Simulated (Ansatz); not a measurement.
**Energy over volume and axial ratio for CsCl (CsCl type)**

CsCl (CsCl type)

```
CELL_PARAMETERS angstrom
      4.14031     0.00000     0.00000
      0.00000     4.14031     0.00000
      0.00000     0.00000     4.14031
ATOMIC_POSITIONS crystal
  Cs 0.00000 0.00000 0.00000
  Cl 0.50000 0.50000 0.50000
```

Two coordinates are scanned: the volume, and the ratio of the stretch along z (the conventional c axis) to the stretch across it. Atoms keep their fractional coordinates.

These are r2SCAN (plane waves to 500 eV, PAW, scalar-relativistic; Ansatz, a program for electronic structure) values and carry that method's errors. k mesh 8×8×8 (Γ-centred), Fermi-Dirac smearing 0.05 eV. Energies are smeared free energies. Stress and pressure are positive under compression. CsCl was relaxed with its symmetry unable to fall. The zero of ΔE is the relaxed starting cell.

ΔE (eV/atom), with V/V₀ across and (c/a)/(c/a)₀ down:

```
(c/a)/(c/a)₀ \ V/V₀   0.960   0.980   1.000   1.020   1.040
-------------------  ------  ------  ------  ------  ------
0.880                0.0399  0.0370  0.0360  0.0366  0.0387
0.940                0.0116  0.0090  0.0081  0.0089  0.0111
1.000                0.0035  0.0009  0.0000  0.0008  0.0030
1.060                0.0105  0.0078  0.0070  0.0078  0.0100
1.120                0.0299  0.0273  0.0266  0.0275  0.0299
```

σzz − σxx (GPa), with V/V₀ across and (c/a)/(c/a)₀ down:

```csv
(c/a)/(c/a)₀ \ V/V₀,0.960,0.980,1.000,1.020,1.040
0.880,4.24,4.11,4.00,3.89,3.79
0.940,1.88,1.84,1.80,1.76,1.72
1.000,0.00,0.00,0.00,0.00,0.00
1.060,-1.68,-1.65,-1.63,-1.60,-1.58
1.120,-3.31,-3.27,-3.22,-3.18,-3.13
```

Summary:

```
Property                                                                                            Value
-----------------------------------------------------  --------------------------------------------------
Shear modulus C′ = (C11 − C12)/2 (fit, atoms clamped)                                            14.0 GPa
Lowest place on the grid                                V/V₀ = 1.000, (c/a)/(c/a)₀ = 1.000 (0.0 meV/atom)
Highest place on the grid                              V/V₀ = 0.960, (c/a)/(c/a)₀ = 0.880 (39.9 meV/atom)
```

(A scan under strain: stresses follow from slopes of the energy per volume, elastic moduli from its curvatures.)
